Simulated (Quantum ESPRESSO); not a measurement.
ZnS, space group P6₃mc (No. 186):

```
CELL_PARAMETERS angstrom
      3.80839     0.00000     0.00000
     -1.90419     3.29816     0.00000
      0.00000     0.00000    24.89096
ATOMIC_POSITIONS crystal
  Zn 0.33333 0.66667 0.74991
  Zn 0.66667 0.33333 0.24991
  Zn 0.33333 0.66667 0.12479
  Zn 0.66667 0.33333 0.62479
  Zn 0.00000 0.00000 0.00004
  Zn 0.00000 0.00000 0.50004
  Zn 0.66667 0.33333 0.87532
  Zn 0.33333 0.66667 0.37532
  S  0.00000 0.00000 0.59371
  S  0.00000 0.00000 0.09371
  S  0.66667 0.33333 0.96899
  S  0.33333 0.66667 0.46899
  S  0.33333 0.66667 0.21850
  S  0.66667 0.33333 0.71850
  S  0.66667 0.33333 0.34393
  S  0.33333 0.66667 0.84393
```
The geometry is a computed Materials Project entry, not a measured one. It is ZnS in P6₃mc, a polytype of 8 double layers; whether this form has been observed was not checked. Stability against distortions was not tested.

```
site  Wyckoff letter  site symmetry
----  --------------  -------------
Zn1                b             3m
Zn2                b             3m
Zn3                a             3m
Zn4                b             3m
S1                 a             3m
S2                 b             3m
S3                 b             3m
S4                 b             3m
```

Cores are frozen. Against all-electron runs on small test molecules, this scheme's |Vzz| missed by −3 % on S.

**Question.** Where does symmetry force the field gradient to vanish or to be axial, and what does a PBE PAW density (pw.x of a modified build of Quantum ESPRESSO, JTH datasets) with the all-electron reconstruction of Petrilli and co-workers give?

**Answer.** 
```csv
site,by symmetry,Vzz (a.u.),η_Q
Zn1,"axial, η = 0 (an axis of order 3 or more)",under 0.02,–
Zn2,"axial, η = 0 (an axis of order 3 or more)",under 0.02,–
Zn3,"axial, η = 0 (an axis of order 3 or more)",under 0.02,–
Zn4,"axial, η = 0 (an axis of order 3 or more)",under 0.02,–
S1,"axial, η = 0 (an axis of order 3 or more)",under 0.02,–
S2,"axial, η = 0 (an axis of order 3 or more)",under 0.02,–
S3,"axial, η = 0 (an axis of order 3 or more)",under 0.02,–
S4,"axial, η = 0 (an axis of order 3 or more)",0.023,0.00
```
